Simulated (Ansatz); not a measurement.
**ZnS under pressure**

Level of theory: DFT LDA, scalar-relativistic, plane waves, PAW (Ansatz 0.2.0). Settings: 420 eV plane-wave cutoff, Γ-centred 10×10×10 mesh, fixed occupations. No spin polarisation. Phonons by linear response, acoustic sum rule imposed.

Relaxed structure:
```
Zn S
1.0
     0.00000    2.64834    2.64834
     2.64834    0.00000    2.64834
     2.64834    2.64834    0.00000
Zn S
1 1
Direct
  0.00000 0.00000 0.00000
  0.75000 0.75000 0.75000
```

Optical modes at Γ (cm⁻¹) at zero pressure: 291.

Question: Under hydrostatic pressure the same modes lie at 302 cm⁻¹. What is the pressure, and how much has the cell shrunk?

Answer: 2 GPa; the volume is 2.2 % smaller.

Cost: 2 runs of about 3.7 core-minutes in all, on Arm Neoverse V1, Intel Xeon Processor @ 2.50GHz (Skylake/Cascade Lake) (shared hosts).